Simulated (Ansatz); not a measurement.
## Structure relaxation, TiRh

The start is a randomly generated symmetric cell of TiRh (space group No. 21). Cell shape, volume and atoms are optimised at zero target pressure with PBEsol (plane waves to 420 eV, PAW, scalar-relativistic; Ansatz, a quantum-chemistry and plane-wave program). First-step values are on the input's coarse k-mesh.

Ansatz input (later rounds restart from its end on a renewed k-mesh):
Ansatz 0.2 input:
```yaml
crystal:
  lattice:
    - [2.4891575, -2.5051816, 0]
    - [2.4891575, 2.5051816, 0]
    - [0, 0, 8.4678346]
  atoms:
    - { symbol: Rh, position: [0, 0, 0] }
    - { symbol: Rh, position: [0, 0.5, 0.66547077] }
    - { symbol: Rh, position: [0.5, 0, 0.33452923] }
    - { symbol: Ti, position: [0.5, 0.5, 0.5] }
    - { symbol: Ti, position: [0.5, 0.5, 0] }
    - { symbol: Ti, position: [0, 0, 0.5] }
basis: { ecutwfc: 420, ecutrho_ratio: 4, xc_grid: 2, fft_grid_basis: typed }
kpoints: { mp_grid: { grid: [9, 9, 4] } }
hamiltonian:
  xc: pbesol
  dispersion: none
  pseudopotentials: { kind: paw }
scf: { occupations: { method: fermi_dirac, width: 0.05 } }
relax: { f_tol: 0.01, max_steps: 100, cell: { stress_tol: 0.02 } }
output: { forces: true, stress: true }
```

Problem. Does the structure survive the relaxation? Give the final space group.

Solution. The space group goes from C222 (No. 21) to P-4m2 (No. 115), with 6 atoms in the primitive cell.

Problem. By how much does the energy per atom fall from start to end?

Solution. 0.79 eV/atom.

Problem. How does the volume change?

Solution. -2.5 %, from 17.60 to 17.17 Å³/atom.

Problem. How do the shortest distances between atoms change?

Solution. The closest pairs of elements (up to four, under 3.6 Å), start → end: Rh–Ti 2.25 → 2.49 Å; Ti–Ti 2.49 → 2.92 Å; Rh–Rh 3.34 → 2.63 Å.

Problem. Is the relaxed structure metallic? Give its gap.

Solution. Zero (metallic).

Problem. Give the final cell and atomic positions.

Solution. 
```cif
data_Rh3Ti3
_chemical_formula_sum 'Rh3 Ti3'
_space_group_name_H-M_alt 'P-4m2'
_space_group_IT_number 115
_space_group_name_Hall 'P -4 -2'
_cell_length_a 4.12988
_cell_length_b 4.12988
_cell_length_c 6.03852
_cell_angle_alpha 90.000
_cell_angle_beta 90.000
_cell_angle_gamma 90.000
loop_
_atom_site_label
_atom_site_type_symbol
_atom_site_symmetry_multiplicity
_atom_site_Wyckoff_symbol
_atom_site_fract_x
_atom_site_fract_y
_atom_site_fract_z
_atom_site_occupancy
Rh1 Rh 1 a 0.00000 0.00000 0.00000 1
Rh2 Rh 2 g 0.50000 0.00000 0.26990 1
Ti1 Ti 1 c 0.50000 0.50000 0.50000 1
Ti2 Ti 1 b 0.50000 0.50000 0.00000 1
Ti3 Ti 1 d 0.00000 0.00000 0.50000 1
```

Final values are on a 11×11×8 k-mesh of the relaxed cell. The start holds a very short contact (Rh–Ti 2.25 Å). No spin polarisation in the result.

The run could not lose the symmetry of its start: the end is stationary, and may be a saddle point rather than a minimum.

The relaxed structure here is a generated cell of TiRh: the first start was made by a random draw of sites in a space group, and the end was not matched to a known phase here, so it may be hypothetical.
